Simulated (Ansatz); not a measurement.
Ga$_{2}$O$_{3}$:
```cif
data_Ga6O9
_chemical_formula_sum 'Ga6 O9'
_space_group_name_H-M_alt 'R-3m :H'
_space_group_IT_number 166
_space_group_name_Hall '-R 3 2"'
_cell_length_a 2.96221
_cell_length_b 2.96221
_cell_length_c 20.62380
_cell_angle_alpha 90.000
_cell_angle_beta 90.000
_cell_angle_gamma 120.000
loop_
_atom_site_label
_atom_site_type_symbol
_atom_site_symmetry_multiplicity
_atom_site_Wyckoff_symbol
_atom_site_fract_x
_atom_site_fract_y
_atom_site_fract_z
_atom_site_occupancy
Ga1 Ga 6 c 0.00000 0.00000 0.40028 1
O1 O 3 a 0.00000 0.00000 0.00000 1
O2 O 6 c 0.00000 0.00000 0.23138 1
```
(The calculation used a cell of 5 atoms; values per cell refer to that cell.)

Relaxed with LDA.

### Question
Decompose the optical modes at the zone centre into irreducible representations, and say which are infrared and Raman allowed.

### Answer
Point group -3m: Γ_opt = 2A1g + 2A2u + 2Eg + 2Eu. Infrared: A2u, Eu. Raman: A1g, Eg.

### Question
Assign frequencies (DFPT, LDA in the plane-wave PAW code Ansatz; without the LO–TO term).

### Answer
Eu 80i, Eg 71, A1g 213, A2u 405, A1g 543, A2u 548, Eu 558, Eg 563 cm⁻¹.

A made-up cell: these elements were put on the sites of a structure type; neither database checked (COD, Materials Project) lists it. It is not the phase usual at ambient conditions (space group No. 12, 167). The LDA relaxation kept the symmetry of its start. At this level the phase is dynamically unstable (imaginary phonons). A crystal of weakly bound layers computed without a dispersion correction: the cell and the soft elastic constants depend strongly on that.

Potentials: the earlier of the program's two PAW sets. The files were generated under PBE; for other functionals the program regenerates the frozen cores, and for LDA and PBEsol the local potential too.
